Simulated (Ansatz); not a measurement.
Values for one crystal, relaxed and computed with plane-wave PAW PBEsol (Ansatz code); other levels are named.

```yaml
volume_per_atom: 13.49 Å³
electronic_character: metallic (no gap)
Gap with spin–orbit coupling: none (metallic)
Young's modulus: 101 GPa
mechanical_stability: stable (all eigenvalues of C positive)
hill_bulk_and_shear_moduli: 91.9 and 38.4 GPa
Pressure derivative B′: 4.4
```

Q: Which of these materials gives this?
A) Sn3Pd, Cu3Au type
B) InPd3, Cu3Au type
C) LiIn, Fd-3m (In on 8a, Li on 8b)
D) LiPd, P-6m2 (Pd on 1b, Li on 1e)

A: D, LiPd, P-6m2 (Pd on 1b, Li on 1e)

The workflow started from an entry of the Crystallography Open Database (COD), which files this formula under 2 space groups. Whether it is the stable phase at ambient conditions was not checked. Symmetry was held in the PBEsol relaxation; its stability against distortions is not shown here. No spin polarisation was allowed. As this level gives no gap, shear constants depend on the k-mesh and smearing (Fermi–Dirac, 0.1 eV here). Scalar-relativistic: spin–orbit coupling is off unless named, which matters more the heavier the elements.

Potentials: the later of the program's two PAW sets.
